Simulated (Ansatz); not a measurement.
## Rb₂LiNb₂Te₂O₁₂, one structure, two calculations

Cell: a computed structure from the Materials Project (it need not be an observed phase), taken as it stands.

```
Rb Li Nb Te O
1.0
     7.45394    0.00000    0.00000
     3.71354    6.49660    0.00000
     3.63109    2.22959    6.18843
Rb Li Nb Te O
2 1 2 2 12
Cartesian
  7.1770 6.6341 2.5947
  7.3939 2.2695 4.7794
  7.0559 2.3542 1.6969
  3.8861 4.2429 2.9251
  9.1965 5.4993 5.8655
  5.4871 5.4824 6.1480
  3.6156 2.2229 6.1275
  13.3485 7.3421 5.6626
  5.2919 3.4432 1.9459
  8.8306 7.4045 5.7026
  9.7959 3.4883 1.8346
  11.2765 5.9541 1.8848
  7.3163 4.9134 5.7289
  1.4105 1.3965 0.5041
  9.7197 5.1570 4.1432
  6.0145 1.3408 0.3757
  5.0983 5.1580 4.2656
  3.6262 2.6923 4.1779
  7.4798 3.7833 0.3837
```

Atom numbers follow the list; atoms alike are taken as one site, whose name carries the number of the first.

First run. Method: Kohn–Sham DFT in Ansatz, PBE, plane waves and PAW, scalar-relativistic, 420 eV cutoff, Γ-centred 5×5×5 k-points, Fermi–Dirac smearing 0.05 eV.

```json
{"site": "Rb2", "atom": "2", "V_zz (10²¹ V/m²)": "8.82", "η": "0.09"}
{"site": "Nb4", "atom": "4", "V_zz (10²¹ V/m²)": "-3.42", "η": "0.65"}
{"site": "Nb5", "atom": "5", "V_zz (10²¹ V/m²)": "-3.78", "η": "0.92"}
{"site": "Te6", "atom": "6", "V_zz (10²¹ V/m²)": "-4.64", "η": "0.61"}
{"site": "Te7", "atom": "7", "V_zz (10²¹ V/m²)": "9.97", "η": "0.55"}
{"site": "O8", "atom": "8", "V_zz (10²¹ V/m²)": "14.52", "η": "0.44"}
{"site": "O9", "atom": "9", "V_zz (10²¹ V/m²)": "1.63", "η": "0.60"}
{"site": "O10", "atom": "10", "V_zz (10²¹ V/m²)": "8.72", "η": "0.18"}
{"site": "O12", "atom": "12", "V_zz (10²¹ V/m²)": "10.46", "η": "0.21"}
{"site": "O14", "atom": "14", "V_zz (10²¹ V/m²)": "13.33", "η": "0.33"}
{"site": "O16", "atom": "16", "V_zz (10²¹ V/m²)": "9.94", "η": "0.17"}
{"site": "O17", "atom": "17", "V_zz (10²¹ V/m²)": "11.47", "η": "0.12"}
{"site": "O18", "atom": "18", "V_zz (10²¹ V/m²)": "10.35", "η": "0.16"}
{"site": "O19", "atom": "19", "V_zz (10²¹ V/m²)": "11.28", "η": "0.07"}
```

Second run. The same atoms and settings, except that the functional is r2SCAN, the cutoff is 500 eV and the mesh is 6×6×6.

Q: What does the second run give?

A: 

| site | atom | V_zz | η | change of V_zz |
| --- | --- | --- | --- | --- |
| Rb2 | 2 | 8.78 | 0.08 | -0.04 |
| Nb4 | 4 | -3.55 | 0.53 | -0.13 |
| Nb5 | 5 | -3.71 | 0.97 | +0.07 |
| Te6 | 6 | -4.78 | 0.66 | -0.14 |
| Te7 | 7 | 10.47 | 0.54 | +0.50 |
| O8 | 8 | 14.97 | 0.42 | +0.45 |
| O9 | 9 | 1.63 | 0.69 | 0.00 |
| O10 | 10 | 9.09 | 0.18 | +0.37 |
| O12 | 12 | 10.88 | 0.21 | +0.42 |
| O14 | 14 | 13.77 | 0.33 | +0.44 |
| O16 | 16 | 10.32 | 0.17 | +0.38 |
| O17 | 17 | 11.83 | 0.12 | +0.36 |
| O18 | 18 | 10.78 | 0.16 | +0.43 |
| O19 | 19 | 11.58 | 0.08 | +0.30 |

The largest change of V_zz is on Te7, from 9.97 to 10.47. In per cent, |V_zz| changes by 0 on Rb, -2 to +4 on Nb, +3 to +5 on Te, +3 to +4 on O (all sites that start above 2). The table leaves out 5 of the 19 sites, with |V_zz| up to 12.19; their tensors move by 0.34 at most along any direction. The statements above cover all sites.

Without spin–orbit coupling the gradients at and beside Te can be off by some per cent, at some sites by more. Semilocal functionals can leave a metal where correlation in the d or f shell opens a gap in the real compound, and that would change the values at and beside Nb. With these PAW files V_zz is typically within 2 to 3 % of all-electron values, but misses above 10 % occur on Li.
For the first run: The largest force is 0.6 eV/Å, so the atoms aren't at the calculated equilibrium and relaxing them would move these values. A computed database structure should lie near equilibrium, so this entry is doubtful.
For the second run: At this cell the r2SCAN pressure is -6 GPa, so with r2SCAN the cell would shrink if it were relaxed. The entry's cell may itself be off. The largest force is 0.8 eV/Å, so the atoms aren't at the calculated equilibrium and relaxing them would move these values.
